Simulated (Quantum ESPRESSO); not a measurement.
# Computed records: Al2GaBP4 (made-up cell)

All values are calculated (Quantum ESPRESSO 7.5). Calculation on a made-up crystal cell, not a measurement: periodic Kohn-Sham density functional theory in plane waves with PseudoDojo standard norm-conserving scalar-relativistic pseudopotentials, each functional with its own files (v0.5 for PBE, v0.4.1 for LDA and PBEsol), no spin polarisation, no spin-orbit coupling, atoms not relaxed, stress positive in tension, energies less a fixed whole-eV offset for each atom's element; levels are Kohn-Sham levels at fractions of this cell's reciprocal vectors, counted from the reference band (half the neutral cell's valence electrons, rounded up) at Gamma; error bars cover cutoff and k-mesh only, not smearing or the files; added strain carries the atoms with the cell, and shear is the tensor component; each bar is the largest change over components, and at least 0.002 eV, 0.002 eV per angstrom or 0.02 GPa; energies are for the whole cell, and the offsets were chosen from early runs and are not element reference energies.

```xyz
8
Lattice="5.5608 -0.0590 0.0023 -0.0590 5.6425 -0.0321 0.0023 -0.0321 5.5948" Properties=species:S:1:pos:R:3 formula=Al2GaBP4 lattice_type=zincblende/diamond functional=pbe cutoff=1088 fermi_dirac_smearing=0.025 scf_tolerance=1e-07 electrons_removed=0 k_mesh=4_x_4_x_4,shifted_by_half_a_step pressure=-9.488 stress_xx=8.54 stress_yy=10.34 stress_zz=9.58 stress_yz=0.04141 stress_xz=-0.465 stress_xy=-0.3876 error_bar_stress=0.02 error_bar_force=0.002 error_bars_from=tighter_rerun_of_this_cell
Al     0.0109     0.0334    -0.0483
B     -0.0035     2.8324     2.7928
Ga     2.7915    -0.0776     2.7617
Al     2.7214     2.8876    -0.0200
P      1.4144     1.2974     1.5325
P      1.2577     4.2277     4.0730
P      4.2587     1.3806     4.2137
P      4.2001     4.1348     1.2874
```

Units: cutoff, fermi_dirac_smearing, scf_tolerance in eV; pressure, stress_xx, stress_yy, stress_zz, stress_yz, stress_xz, stress_xy, error_bar_stress in GPa; error_bar_force in eV/Å.

Atoms:
```tsv
atoms element	atom site
Al	1
B	2
Ga	3
Al	4
P	5
P	6
P	7
P	8
```

Forces:
```tsv
site	x (eV/Å)	y (eV/Å)	z (eV/Å)
1	0.319	0.05251	0.4786
2	0.1332	-0.3702	0.2756
3	1.026	-0.2095	0.4356
4	-0.3325	-1.091	-0.2695
5	-1.238	2.179	-0.8084
6	-0.3378	-1.523	-0.4305
7	-0.1741	1.254	-1.269
8	0.6043	-0.2927	1.588
```
